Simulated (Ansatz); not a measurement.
Data:

GaPt:
```yaml
crystal:
  lattice:
    - [4.91935, 0.00000, 0.00000]
    - [0.00000, 4.91935, 0.00000]
    - [0.00000, 0.00000, 4.91935]
  atoms:
    - { symbol: Ga, position: [0.09281, 0.09281, 0.09281] }
    - { symbol: Ga, position: [0.40719, 0.90719, 0.59281] }
    - { symbol: Ga, position: [0.59281, 0.40719, 0.90719] }
    - { symbol: Ga, position: [0.90719, 0.59281, 0.40719] }
    - { symbol: Pt, position: [0.39900, 0.39900, 0.39900] }
    - { symbol: Pt, position: [0.10100, 0.60100, 0.89900] }
    - { symbol: Pt, position: [0.89900, 0.10100, 0.60100] }
    - { symbol: Pt, position: [0.60100, 0.89900, 0.10100] }
```

This is the r²SCAN-relaxed structure.

All from r²SCAN (plane waves, PAW; program Ansatz), unless another level is named. Give the density of states at the Fermi level.

0.19 states/eV per atom (mean over ±0.08 eV).

Next, the formation energy from the elements (no fitted shifts)?

-65 kJ/mol-atom.

Space group P2_13. The first step of the workflow began from a Materials Project structure, measured or hypothetical; the Crystallography Open Database copy checked does not list it. With Ga and Pt taken as one species the cell has the higher symmetry Pa-3, so it may be an ordered model of a mixed-site phase. Whether it is the stable phase at ambient conditions was not checked. The r²SCAN relaxation kept the symmetry of its start; its stability against distortions is not shown here. No spin polarisation was allowed. The references are the lowest solids computed at this level, not always the standard phases. Scalar-relativistic: spin–orbit coupling is off unless named, which matters more the heavier the elements.

Potentials: the earlier of the program's two PAW sets.
